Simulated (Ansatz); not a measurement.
LiNbO3:
```xyz
10
Lattice="2.5671 1.4821 4.6089 -2.5671 1.4821 4.6089 0.0000 -2.9642 4.6089" Properties=species:S:1:pos:R:3 pbc="T T T"
Li     0.0000     0.0000     9.7719
Li     0.0000     0.0000     2.8586
Nb     0.0000     0.0000    13.6758
Nb     0.0000     0.0000     6.7624
O      1.5643    -0.1596     8.1798
O     -0.6439     1.4346     8.1798
O     -0.9204    -1.2749     8.1798
O      1.0028     1.3225     5.8754
O      0.6439    -1.5297     5.8754
O     -1.6467     0.2072     5.8754
```

x, y and z are the axes in which the lattice vectors are written.

### Question
Give the high-frequency dielectric tensor and the Born effective charge tensors of the independent atoms from DFPT, PBEsol (plane waves, PAW; program Ansatz).

### Answer

ε∞:
```
5.50  0.00  0.00
0.00  5.50  0.00
0.00  0.00  5.31
```
Z* of atom 1 (Li), rows: field, columns: displacement, in e:
```
 1.20   0.25   0.00
-0.25   1.20   0.00
 0.00   0.00   1.03
```
Z* of atom 3 (Nb), rows: field, columns: displacement, in e:
```
 7.25  -1.60   0.00
 1.60   7.25   0.00
 0.00   0.00   6.70
```
Z* of atom 5 (O), rows: field, columns: displacement, in e:
```
-3.20   1.27  -1.52
 1.17  -2.44   1.04
-1.43   1.01  -2.58
```

Space group R3c. The cell was relaxed with PBEsol under the symmetry of its start. The run is not spin-polarised. Spin–orbit coupling is left out wherever it is not named.

Potentials: the earlier of the program's two PAW sets. The files were generated under PBE; for other functionals the program regenerates the frozen cores, and for LDA and PBEsol the local potential too.
